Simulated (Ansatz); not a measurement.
## Sc2Ge3Pd in Ansatz, relaxation

Input:

```yaml
crystal:
  lattice:
    - [-3.949144, 6.839749, 0.0]
    - [3.949144, 0.0, 4.144828]
    - [3.949144, 6.839749, 0.0]
  atoms:
    - { symbol: Sc, position: [0.24852, 0.49704, 0.75148] }
    - { symbol: Sc, position: [0.75148, 0.50296, 0.24852] }
    - { symbol: Sc, position: [0.25, 0.5, 0.25] }
    - { symbol: Sc, position: [0.75, 0.5, 0.75] }
    - { symbol: Pd, position: [0.66662, 0.0, 0.66662] }
    - { symbol: Pd, position: [0.33338, 0.0, 0.33338] }
    - { symbol: Ge, position: [0.1647, 0.0, 0.1647] }
    - { symbol: Ge, position: [0.8353, 0.0, 0.8353] }
    - { symbol: Ge, position: [0.83414, 0.0, 0.33054] }
    - { symbol: Ge, position: [0.16586, 0.0, 0.66946] }
    - { symbol: Ge, position: [0.66946, 0.0, 0.16586] }
    - { symbol: Ge, position: [0.33054, 0.0, 0.83414] }
  symmetry: { tolerance: 0.0003 }
kpoints:
  mp_grid: { grid: [4, 4, 4], shift: [0, 0, 0] }
magnetization:
  spin_polarized: false
scf:
  occupations: { method: fermi_dirac, width: 0.0126 }
  lower_state_search: "off"
hamiltonian:
  pseudopotentials: { kind: paw }
  xc: r2scan
  hubbard:
    projectors: all-electron-ortho-atomic
    sites: [{ species: Pd, l: d, u_eff: 0.53 }]
basis:
  ecutwfc: 500
  fft_grid_basis: typed
relax:
  max_steps: 60
output:
  forces: true
  stress: true
  eigenvalues: true
  populations: true
  elf: true
  write_potential: true
  volumetric_format: npy
  dos:
    e_range: [-12, 8]
    de: 0.05
    projected: { site_lists: { Ge: [Ge], Pd: [Pd], Sc: [Sc] } }
  bader: false
checkpoint:
  read: saved_state
```

The command:

```bash
ansatz run input.yaml --threads 2 --pin off --max-ram 3584MiB --backend cpu --events-out ev --progress --plain --runs-dir out
```

Origin of the cell: a known structure type with other elements, at an estimated volume, so it need not be a known compound.

The saved state is a converged single point of the same cell.

Excerpt of the output:

```
Warning: output.stress: scf.convergence.dr2_threshold = 1e-7 eV (the SCF's general default) is looser than the 1.2e-9 eV advised for a printed stress (1e-10 eV for each atom of the cell: 12). […]
Sc: projections on atomic orbitals take those of the free atom [Ne] 3s2 3p6 3d1 4s2, of charge +0.00 (hamiltonian.pseudopotentials.projection_atoms); the dataset's partial waves leave at most […]
Pd: projections on atomic orbitals take those of the free atom [Ar 3d10] 4s2 4p6 4d10, of charge +0.00 (hamiltonian.pseudopotentials.projection_atoms); the dataset's partial waves leave at mo […]
Ge: projections on atomic orbitals take those of the free atom [Ar] 3d10 4s2 4p2, of charge +0.00 (hamiltonian.pseudopotentials.projection_atoms); the dataset's partial waves leave at most 1. […]
Pseudopotentials: kind: paw
Pseudopotential: Sc, paw, valence charge 11, recommended cutoff 500 eV (meta_gga), Sc.paw.azcp
Pseudopotential: Pd, paw, valence charge 18, recommended cutoff 500 eV (meta_gga), Pd.paw.azcp
Pseudopotential: Ge, paw, valence charge 14, recommended cutoff 500 eV (meta_gga), Ge.paw.azcp
Functional definition: r2SCAN
  exchange = r2scan_x(k0 = k0, k1 = k1, a1 = a1)
  correlation = r2scan_c
[… 16 lines left out …]
Initial density: read from a saved state, or passed on in memory by an earlier SCF of this step, an earlier step, the calling program or the single point that the run made first
Functional: x = r2scan, c = r2scan; τ floored in thin density (d = 2e-4 eV/Å³)
SCF iter   1: F=-48357.619733 eV  HF=-48357.545415 eV  Δρ=3.91e-3  dr2=1.49e-2  dr2_τ=7.14e-2
SCF iter   2: F=-48357.634389 eV  HF=-48357.631314 eV  Δρ=2.31e-3  dr2=7.43e-3  dr2_τ=4.98e-4
SCF iter   3: F=-48357.634468 eV  HF=-48357.636512 eV  Δρ=1.21e-3  dr2=4.83e-3  dr2_τ=2.24e-4
SCF iter   4: F=-48357.637584 eV  HF=-48357.637704 eV  Δρ=3.16e-4  dr2=3.80e-4  dr2_τ=2.03e-5
SCF iter   5: F=-48357.637802 eV  HF=-48357.637775 eV  Δρ=1.52e-4  dr2=5.88e-5  dr2_τ=3.43e-6
SCF iter   6: F=-48357.637562 eV  HF=-48357.637579 eV  Δρ=1.25e-4  dr2=4.07e-5  dr2_τ=2.68e-6
SCF iter   7: F=-48357.637586 eV  HF=-48357.637585 eV  Δρ=4.85e-5  dr2=5.83e-6  dr2_τ=4.42e-7
SCF iter   8: F=-48357.637589 eV  HF=-48357.637589 eV  Δρ=1.31e-5  dr2=3.08e-7  dr2_τ=1.59e-8
SCF iter   9: F=-48357.637590 eV  HF=-48357.637589 eV  Δρ=3.51e-6  dr2=2.75e-8  dr2_τ=9.64e-10
relax step   1: F+E_penalty+E_count = -48357.637590 eV  Δ(F+E_penalty+E_count) = +0.000e0 eV  max|allowed force component| = 8.553e-1 eV/Å  Δτ_max = 0.0000 Å  (9 SCF iters, accepted)
relax step   2: F+E_penalty+E_count = -48357.716786 eV  Δ(F+E_penalty+E_count) = -7.920e-2 eV  max|allowed force component| = 1.977e-2 eV/Å  Δτ_max = 0.0297 Å  (5 SCF iters, dr2 threshold 4.57e-5 eV, accepted)
relax step   3: F+E_penalty+E_count = -48357.716799 eV  Δ(F+E_penalty+E_count) = -1.307e-5 eV  max|allowed force component| = 2.094e-2 eV/Å  Δτ_max = 0.0000 Å  (6 SCF iters, accepted)
relax step   4: F+E_penalty+E_count = -48357.716982 eV  Δ(F+E_penalty+E_count) = -1.828e-4 eV  max|allowed force component| = 4.334e-3 eV/Å  Δτ_max = 0.0058 Å  (6 SCF iters, accepted)
SCF 5 converged in 2 iterations: F = -48357.716982 eV  dr2 = 2.44e-8
SCF converged after 2 iterations
Free energy (F): -48357.716982 eV
Harris-Foulkes:  -48357.716982 eV  (|F-HF|=1.13e-8)
Internal energy: -48357.714420 eV  (E = F + TS)
E sigma→0 (E₀):  -48357.715701 eV
Entropy (-TS):   -0.002562 eV (-0.213 meV/atom)
Fermi energy:    12.748703 eV
--- Per-component energies (eV) ---
  E_band       = -1823.759963
  E_kinetic    = 2757.267402
  E_local      = -22145.865551  (includes V_loc(G=0)·N_el)
  E_nonlocal   = 3280.510775
  E_hartree    = 9395.416425
  E_xc         = -1149.934981
  E_vxc        = -1461.726511  (∫ρ·V_xc dr)
  E_hubbard    = 0.327522  (on-site DFT+U / exact-exchange correction)
  E_vhub       = -4.292628  (the Hubbard potential's part of the band-sum identity)
  E_paw        = -23605.844394  (= ΣΔE_a)
  E_vpaw       = -3137.865803  (= ΣTr[D̂ρ^β])
  E_aug_tail   = 0.000340  (compensation charges beyond the density's cutoff)
  E_vtau       = 97.388805  (kinetic-family band-sum trace: ∫τ·v_τ [+ j·A + Jᵃ·Aᵃ] dr)
  E_ewald      = -16881.219224
  E_core_change = -8.372735  (= ΣΔE_core)
  E_smearing   = -0.002562  (= −TS)
  Σ components = -48357.716982   (vs F -48357.716982, Δ=0.00e0)
--- Forces (eV/Å), atoms counted from 1 ---
  atom   1  Sc     0.000000     0.000000     0.002762
  atom   2  Sc     0.000000    -0.000000    -0.002762
  atom   3  Sc     0.000000    -0.000000    -0.000000
  atom   4  Sc     0.000000     0.000000     0.000000
  atom   5  Pd     0.000000     0.002442     0.000000
  atom   6  Pd     0.000000    -0.002442     0.000000
  atom   7  Ge     0.000000    -0.004277    -0.000000
  atom   8  Ge     0.000000     0.004277     0.000000
  atom   9  Ge     0.004326    -0.001036     0.000000
  atom  10  Ge    -0.004326     0.001036    -0.000000
  atom  11  Ge     0.004326     0.001036     0.000000
  atom  12  Ge    -0.004326    -0.001036    -0.000000
  max |Σ_I F_I| component: 1.56e-17 eV/Å
--- Stress (GPa, compression-positive) ---
       12.595496      -0.000000      -0.000000
       -0.000000      13.240312       0.000000
       -0.000000       0.000000      -9.391073
  P = ⅓ Tr σ = 5.4816 GPa (54.816 kbar)
Occupation matrices written to <dir>
--- Relaxed structure (4 steps of the walk, 4 accepted, 0 SCFs on fresh bases) ---
  F+E_penalty+E_count = -48357.716982 eV   max|allowed force component| = 4.334e-3 eV/Å
  atoms:
    - { symbol: Sc, position: [0.245273, 0.490545, 0.754727] }
    - { symbol: Sc, position: [0.754727, 0.509455, 0.245273] }
    - { symbol: Sc, position: [0.250000, 0.5, 0.25] }
    - { symbol: Sc, position: [0.750000, 0.5, 0.750000] }
    - { symbol: Pd, position: [0.666920, 0.0, 0.666920] }
    - { symbol: Pd, position: [0.333080, 0.0, 0.333080] }
    - { symbol: Ge, position: [0.166802, 4.025e-19, 0.166802] }
    - { symbol: Ge, position: [0.833198, -3.676e-19, 0.833198] }
    - { symbol: Ge, position: [0.832112, 2.479e-19, 0.335085] }
    - { symbol: Ge, position: [0.167888, -2.131e-19, 0.664915] }
    - { symbol: Ge, position: [0.664915, -2.131e-19, 0.167888] }
    - { symbol: Ge, position: [0.335085, 2.479e-19, 0.832112] }
--- Löwdin populations: 12 sites ---
  site symbol       q [e]
     0     Sc     10.2271
     1     Sc     10.2271
     2     Sc     10.2670
     3     Sc     10.2670
     4     Pd     17.3230
     5     Pd     17.3230
     6     Ge     14.6037
     7     Ge     14.6037
     8     Ge     14.5979
     9     Ge     14.5979
    10     Ge     14.5979
    11     Ge     14.5979
  spilling = 0.004675 (of n_electrons = 164.000000)
```

The starting structure.

Space group Fmmm (No. 69); the run's cell has a = 7.898 Å, b = 5.725 Å, c = 7.898 Å, α = 69.82°, β = 60.00°, γ = 110.18°. Shortest distances: Ge–Ge 2.25 Å, Ge–Pd 2.30 Å, Ge–Sc 3.05 Å, Pd–Sc 3.08 Å.

The relaxed structure.

Space group Fmmm (No. 69); the run's cell has a = 7.898 Å, b = 5.725 Å, c = 7.898 Å, α = 69.82°, β = 60.00°, γ = 110.18°. Shortest distances: Ge–Pd 2.27 Å, Ge–Ge 2.29 Å, Ge–Sc 3.06 Å, Pd–Sc 3.08 Å.

| Quantity | Value |
| --- | --- |
| Free energy lowered by | 6.6 meV/atom |
| Final pressure | 5.48 GPa |
| Relaxation steps listed | 4 |

Caveats: the SCF threshold is looser than advised for a stress; the k mesh is coarse if the cell is a metal; the relaxation held the start's symmetry, so the end may be a saddle point.

It ran for 87 s on 2 threads of AMD EPYC 9R14 (Zen 4) (shared host), peak memory 2.1 GiB, from a saved density.
